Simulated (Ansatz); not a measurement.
Consider the following.

Mn2SiB2:
```
CELL_PARAMETERS angstrom
      1.45374    -5.30445     0.00000
      1.45374     5.30445     0.00000
      0.00000     0.00000     2.70280
ATOMIC_POSITIONS crystal
  Si 0.00000 0.00000 0.00000
  Mn 0.36663 0.63337 0.50000
  Mn 0.63337 0.36663 0.50000
  B  0.20642 0.79358 0.00000
  B  0.79358 0.20642 0.00000
```

This is the PBEsol-relaxed structure.

### Question
All from plane-wave PAW PBEsol (Ansatz code), unless another level is named. Give the electronic character.

### Answer
metallic (no gap).

### Question
And the formation energy from the elements (no fitted shifts)?

### Answer
-0.43 eV/atom.

Space group Cmmm. The start of the workflow was typed in or built on a structure type; neither database checked (COD, Materials Project) lists it. Whether it is the stable phase at ambient conditions was not checked. The cell was relaxed with PBEsol under the symmetry of its start; its stability against distortions is not shown here. The workflow began spin-polarised and lost its moments. The references are the lowest solids computed at this level, not always the standard phases.

Potentials: the later of the program's two PAW sets.
